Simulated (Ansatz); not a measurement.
Ag (simple cubic, Pm-3m) at seven volumes, r²SCAN in the plane-wave PAW code Ansatz, scaled uniformly. One row is withheld.

```json
[
 {"V (Å³/atom)": "18.202", "P (GPa)": "9.75"},
 {"V (Å³/atom)": "18.802", "P (GPa)": "5.83"},
 {"V (Å³/atom)": "19.402", "P (GPa)": "2.62"},
 {"V (Å³/atom)": "20.002", "P (GPa)": "0.00"},
 {"V (Å³/atom)": "20.602", "P (GPa)": "-2.14"},
 {"V (Å³/atom)": "21.202", "P (GPa)": "-3.89"},
 {"V (Å³/atom)": "21.802", "P (GPa)": "?"}
]
```

Question: Fit the shown pressures and predict the withheld one.

Answer: P = (3/2)B₀(x^(7/2) − x^(5/2))[1 + (3/4)(B′ − 4)(x − 1)] with x = (V₀/V)^(2/3). Least squares on the six rows gives V₀ = 20.002 Å³/atom, B₀ = 78.9 GPa, B′ = 5.75. At V = 21.802, x = 0.9442 and P = -5.30 GPa. The run itself gave -5.31 GPa.

A made-up cell: these elements were put on the sites of a structure type; neither database checked (COD, Materials Project) lists it. It is not the phase usual at ambient conditions (space group No. 225). The r²SCAN relaxation kept the symmetry of its start. At this level the phase is mechanically unstable. The run is not spin-polarised.

Potentials: the later of the program's two PAW sets.
